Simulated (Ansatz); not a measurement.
**Cu2I: reading a single point**

```yaml
crystal:
  lattice:
    - [4.42953, 0.00000, 0.00000]
    - [0.00000, 7.23490, 0.00000]
    - [-1.47618, 0.00000, 8.35330]
  atoms:
    - { symbol: Cu, position: [0.50000, 0.00000, 0.50000] }
    - { symbol: Cu, position: [0.50000, 0.50000, 0.50000] }
    - { symbol: I, position: [0.25000, 0.25000, 0.25000] }
    - { symbol: I, position: [0.75000, 0.75000, 0.75000] }
    - { symbol: Cu, position: [0.87500, 0.37500, 0.87500] }
    - { symbol: Cu, position: [0.12500, 0.87500, 0.12500] }
```

Single point in Ansatz 0.2.0 with PBE, no spin polarisation. Cutoff 420 eV, PAW datasets, 8×5×4 Γ-centred k mesh, fermi-dirac filling (width 0.1 eV).

Task: Is there a gap?

Result: It is a metal, with about 3.8 states/eV a cell as the mean within 0.25 eV of the Fermi level, mostly Cu s (75 %).

Task: Is it stable against the elements?

Result: 1.15 eV an atom against the elements' usual phases (free molecules for gases, crystals otherwise, with no correction for O₂ or N₂), so at this geometry it isn't bound against them. Relaxing would lower it.

Task: What do density and ELF say about some of the short contacts?

Result: Cu–I at 2.86 Å: least valence density 0.24 e/Å³ and ELF 0.22 there. Cu–Cu at 3.44 Å: least valence density 0.07 e/Å³ and ELF 0.15 there. These are pseudo-fields; inside the PAW spheres they differ from the all-electron ones.

Task: Which atom feels the largest force, and which way?

Result: The largest is on I3 (and as large on other atoms): 0.91 eV/Å, components (0.27, -0.32, 0.81). It makes 19° with the line to a nearest neighbour, Cu1 at 2.86 Å, pointing towards it.

Origin: a known structure type with other elements, at an estimated volume, so it need not be a known compound.
